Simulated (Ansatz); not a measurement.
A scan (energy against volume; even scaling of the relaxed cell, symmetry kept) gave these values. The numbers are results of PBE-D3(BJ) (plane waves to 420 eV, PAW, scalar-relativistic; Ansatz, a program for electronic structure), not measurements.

| Property | Result |
|---|---|
| Bulk modulus at fixed cell shape B₀ (third-order Birch-Murnaghan fit) | 77.9 GPa |
| Pressure derivative B₀′ (fit) | 4.3 |
| Equilibrium volume of the fit | 17.21 Å³/atom |

**Question.** Of these crystals, all scanned alike, which one is it?
(A) MoS₂ (3R-MoS2 type, space group R3m)
(B) Sb (A7 type, space group R-3m)
(C) PbI₂ (CdI2 type)

**Answer.** A, MoS₂ (3R-MoS2 type, space group R3m). The others have, for the bulk modulus at fixed cell shape: Sb 45.0 GPa, PbI2 13.9 GPa

All were relaxed with their symmetry unable to fall. MoS2 is run without spin polarisation. Spin-orbit coupling is left out. This is one of several known forms of MoS2; the measured ambient cells at hand have space group No. 194. With the shape held, the modulus is that of even scaling; a crystal free to change shape is softer.

(A scan under strain: stresses follow from slopes of the energy per volume, elastic moduli from its curvatures.)
